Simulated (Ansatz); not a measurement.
RuS2: field gradients at two levels of theory

Cell: a structure deposited in the COD, ions relaxed with PBE at fixed cell.

```cif
data_RuS2
_symmetry_space_group_name_H-M 'Pa-3'
_symmetry_Int_Tables_number 205
_cell_length_a 5.5700
_cell_length_b 5.5700
_cell_length_c 5.5700
_cell_angle_alpha 90.000
_cell_angle_beta 90.000
_cell_angle_gamma 90.000
loop_
_atom_site_label
_atom_site_type_symbol
_atom_site_symmetry_multiplicity
_atom_site_Wyckoff_symbol
_atom_site_fract_x
_atom_site_fract_y
_atom_site_fract_z
Ru Ru 4 a 0.0000 0.0000 0.0000
S S 8 c 0.6132 0.6132 0.6132
```

One atom of each set is listed.

First run. Computed with Ansatz: DFT, PBE, plane waves and PAW, scalar-relativistic, collinear spin, 420 eV cutoff, Γ-centred 6×6×6 k-points, Fermi–Dirac smearing 0.05 eV. Start moments as typed (μB): 2 on each Ru, none on the rest.

```tsv
site	V_zz (10²¹ V/m²)	η
Ru	-4.80	0.00
S	14.50	0.00
```

Second run. The same atoms and settings, except that the functional is r2SCAN and the cutoff is 500 eV.

(1) Given the first result, estimate the second.

Results:

(1) 

| site | V_zz | η | change of V_zz |
| --- | --- | --- | --- |
| Ru | -4.61 | 0.00 | +0.19 |
| S | 15.55 | 0.00 | +1.05 |

The largest change of V_zz is on S, from 14.50 to 15.55. In per cent, |V_zz| changes by -4 on Ru, +7 on S (all sites that start above 0.5).

Without spin–orbit coupling (the program notes it for Ru) the gradients can shift somewhat, as the gap is small. With these PAW files V_zz is typically within 2 to 3 % of all-electron values, but misses above 10 % occur on Ru. The start moments die out, and the run ends without spin.
For the first run: At this cell the PBE pressure is 8 GPa, so with PBE the cell would grow if it were relaxed.
For the second run: At this cell the r2SCAN pressure is 7 GPa, so with r2SCAN the cell would grow if it were relaxed. The program didn't check the stability of this electronic state in full, so a lower one may lie near.
